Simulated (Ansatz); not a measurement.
Reading a calculation: GdN (zincblende structure)

Level of theory: DFT, PBEsol, scalar-relativistic, collinear spin; plane waves to 420 eV with PAW datasets (Ansatz 0.2.0), 10×10×10 k-mesh, Gaussian smearing of 0.05 eV. The datasets are Ansatz's generated set soft_2.

The start was a prototype's sites filled with these elements. The Crystallography Open Database lists the compound in space group Fm-3m (rock salt), so this is a trial structure.

The relaxed structure (symmetry read at 0.01 Å). It takes space group F-43m (No. 216, cubic). Conventional cell: a = 5.273 Å, b = 5.273 Å, c = 5.273 Å, α = 90.00°, β = 90.00°, γ = 90.00°. Around Gd (site symmetry -43m) lie 4 N at 2.28 Å. N (site symmetry -43m) is surrounded by 4 Gd at 2.28 Å. (Neighbours are counted to 15 % beyond the shortest distance.)

Results at this level of theory:

* Volume: 18.33 Å³/atom
* Band gap: 1.11 eV
* Smallest direct gap: 1.79 eV (over both spins)
* Magnetic state: ferromagnetic (the only order tried)
* Site spin moments: Gd 6.78; N -0.06 μB
* Spin moment of the cell: 7.00 μB
* f electrons (orthogonalised atomic orbitals): Gd 7.11
* Formation energy from the elements (0 K, uncorrected): -1.46 eV/atom
* Bulk modulus (Birch–Murnaghan): 113 GPa
* Pressure derivative B0′: 3.8
* Shear modulus (Hill): 28 GPa
* Young's modulus: 78 GPa
* Poisson's ratio: 0.38
* Elastically stable: yes

Should it be a metal or an insulator?

Formal charges Gd³⁺, N³⁻ leave Gd³⁺ with an open 4f⁷ shell. A part-filled shell gives a gap only if something splits it: here on each such atom exchange fills one spin channel and leaves the other empty, so the half-filled shell acts almost as a closed one, and the gap is 1.11 eV.

It is indirect: 1.11 eV, against 1.79 eV for the smallest direct gap. Within 0.6 eV of the edges the projected states are 76 % N 2p at the top of the valence band and 54 % Gd 4f at the bottom of the conduction band. Without a U the empty f levels lie too low, so this edge is partly the functional's doing; with a U it could pass to the Gd d band and the gap widen.

Hund's first rule gives Gd³⁺ with 7 f electrons 7 unpaired spins, a spin moment of 7 μB; the run has 6.78 μB on Gd (atomic spheres) and 7.11 f electrons on orthogonalised orbitals. The moment is close to the ion's, so in this run the shell is localised and nearly fully polarised.

How stiff is it, in energy terms?

B0·V0 = 112.8 GPa × 18.32 Å³ = 12.89 eV/atom sets the scale: near the minimum ΔE ≈ ½ B0 V0 x², with x = V/V0 − 1, and a pressure of 1.1 GPa squeezes the volume by about 1 %. At the ends of the curve: x = −3.9 % predicts 10.0 meV/atom and the run gives 10.6; x = +4.1 % predicts 10.7 meV/atom and the run gives 10.0. The curve is steeper than the parabola on the compressed side and flatter on the expanded side: the bulk modulus rises with pressure.

Which Debye temperature follows from the elastic moduli?

K = 112 GPa and G = 28 GPa (Hill). With a density of 7.758 g/cm³ (mean mass 85.6 u, 18.33 Å³/atom), K = 112.0 and G = 28.02 GPa from the unrounded constants, v_l = √((K + 4G/3)/ρ) = 4390 m/s and v_t = √(G/ρ) = 1900 m/s. The mean [(1/v_l³ + 2/v_t³)/3]^(−1/3) is 2150 m/s, and θ_D = (ħ/k_B)(6π²/V)^(1/3) v_m ≈ 240 K, with V the volume an atom.

Semilocal functionals without a U place occupied f levels too high and empty ones too low, so gaps that touch them come out too small. Spin–orbit coupling, which matters for such heavy elements, is left out. The run wasn't fully tested for a lower electronic state. Site moments are of spin, integrated over atomic spheres. No antiparallel order was tried.
